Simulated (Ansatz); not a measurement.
CsPbCl3:
```cif
data_Cl3CsPb
_chemical_formula_sum 'Cs1 Pb1 Cl3'
_space_group_name_H-M_alt 'P 1'
_space_group_IT_number 1
_cell_length_a 5.67143
_cell_length_b 5.67143
_cell_length_c 5.67143
_cell_angle_alpha 89.990
_cell_angle_beta 89.990
_cell_angle_gamma 89.990
loop_
_space_group_symop_operation_xyz
  'x, y, z'
loop_
_atom_site_label
_atom_site_type_symbol
_atom_site_fract_x
_atom_site_fract_y
_atom_site_fract_z
_atom_site_occupancy
Cs1 Cs 0.50000 0.50000 0.50000 1
Pb1 Pb 0.00000 0.00000 0.00000 1
Cl1 Cl 0.50000 0.99994 0.00006 1
Cl2 Cl 0.00006 0.50000 0.99994 1
Cl3 Cl 0.99994 0.00006 0.50000 1
```

Relaxed with r²SCAN. Independent-particle spectrum: no excitons, no local fields, no scissors shift; 0.1 eV broadening; ε₁ of the summed bands alone.

Question: Tabulate the dielectric function from r²SCAN (plane waves, PAW; program Ansatz).

Answer: 

```csv
E (eV),ε₁ xx,ε₂ xx
0.0,3.68,0.00
0.5,3.70,0.00
1.0,3.77,0.00
1.5,3.90,0.00
2.0,4.14,0.00
2.5,4.78,0.22
3.0,4.93,0.88
3.5,5.20,1.59
4.0,4.29,2.90
4.5,3.74,2.74
5.0,3.20,3.17
5.5,2.77,2.93
6.0,1.62,2.65
6.5,1.99,2.03
7.0,1.76,2.15
7.5,2.56,1.85
8.0,2.48,1.82
8.5,1.80,3.16
9.0,1.51,2.77
9.5,1.02,1.92
10.0,1.38,1.21
10.5,1.74,1.47
11.0,2.42,1.79
11.5,1.35,3.41
12.0,0.91,1.74
```

Question: From ε at 4.4 eV (xx: 3.78 + 2.74i), find n, k, the normal reflectivity and the absorption coefficient.

Answer: n = 2.06, k = 0.667, R = 16 %, α = 2kE/ħc = 300000 cm⁻¹.

With all bands, ε∞ without local fields is 3.74.

Space group Pm-3m (cubic perovskite). This is a known high-temperature phase of the composition, computed here at zero pressure and temperature. The r²SCAN relaxation kept the symmetry of its start; whether a distortion lowers the energy is not shown. Spin–orbit coupling is left out wherever it is not named.

Potentials: the later of the program's two PAW sets.
